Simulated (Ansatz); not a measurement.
TiCo2 (cubic Laves, MgCu2 type)

```yaml
crystal:
  lattice:
    - [0.00000, 3.27660, 3.27660]
    - [3.27660, 0.00000, 3.27660]
    - [3.27660, 3.27660, 0.00000]
  atoms:
    - { symbol: Ti, position: [0.00000, 0.00000, 0.00000] }
    - { symbol: Ti, position: [0.25000, 0.25000, 0.25000] }
    - { symbol: Co, position: [0.12500, 0.62500, 0.62500] }
    - { symbol: Co, position: [0.62500, 0.62500, 0.12500] }
    - { symbol: Co, position: [0.62500, 0.12500, 0.62500] }
    - { symbol: Co, position: [0.62500, 0.62500, 0.62500] }
```

The slice is a {100} plane (indices of the conventional cell) through the point (0.625, 0.625, 0.625) (fractional), spanned by u = [100] and v = [0 1 -1] in vectors of this cell: u (4.63 Å) and v (4.63 Å, at 90° to u). It covers one period; positions are fractions (u, v).

The numbers are results of PBEsol (plane waves to 420 eV, PAW, scalar-relativistic; Ansatz, a first-principles code), not measurements. k mesh 12×12×12. These are valence fields of a PAW run, semicore shells included where kept as valence: close to a nucleus they are smooth pseudo fields. TiCo2 is run without spin polarisation. TiCo2 was relaxed with its symmetry unable to fall.

### Question
What is the ELF at the midpoint of the shortest Co–Co line in this plane (2.32 Å)?

### Answer
0.28.

### Question
What is the valence density on the shortest Co–Co line in this plane (2.32 Å), at its midpoint?

### Answer
0.47 e/Å³.

### Question
Sketch the electrostatic potential energy of an electron, from the cell's mean on this plane as a map.

### Answer
```
|xxxxxx151xxxxxxxxxxx151xxxxx|
|xxxxxx363xxxxxxxxxxx363xxxxx|
|xxxxxx676xxxxxxxxxxx676xxxxx|
|xxxxx58885xxxxxxxxx58885xxxx|
|xxxx5899985xxxxxxx5899985xxx|
|x3468999998643x3468999998643|
|7888899999888878888999998888|
|9998887778889999988877788899|
|9988655455688999886554556889|
|9876421012467898764210124678|
|876410xxx01467876410xxx01467|
|66420xxxxx024676420xxxxx0246|
|6530xxxxxxx0356530xxxxxxx035|
|5530xxxxxxx0355530xxxxxxx035|
|6530xxxxxxx0356530xxxxxxx035|
|66420xxxxx024676420xxxxx0246|
|876410xxx01467876410xxx01467|
|9876421012467898764210124678|
|9988655455688999886554556889|
|9998887778889999988877788899|
|7888899999888878888999998888|
|x3468999998643x3468999998643|
|xxxx5899985xxxxxxx5899985xxx|
|xxxxx58885xxxxxxxxx58885xxxx|
|xxxxxx676xxxxxxxxxxx676xxxxx|
|xxxxxx363xxxxxxxxxxx363xxxxx|
|xxxxxx151xxxxxxxxxxx151xxxxx|
|xxxxxxx4xxxxxxxxxxxxx4xxxxxx|
```
Scale: ten equal steps from 3.00 (start of '0') to 11.23 (end of '9'), in the order '0123456789'. Values: electrostatic potential energy of an electron, from the cell's mean, in eV. The map has 28 points along u (one character each, u = 0 at the left) and 28 along v (v = 0 in the bottom row). Points within 1 Å of a nucleus are blanked (x), as the pseudised field means little there. Values under 3 eV are set to 3. The zero, the cell's mean, hangs on the PAW cores.
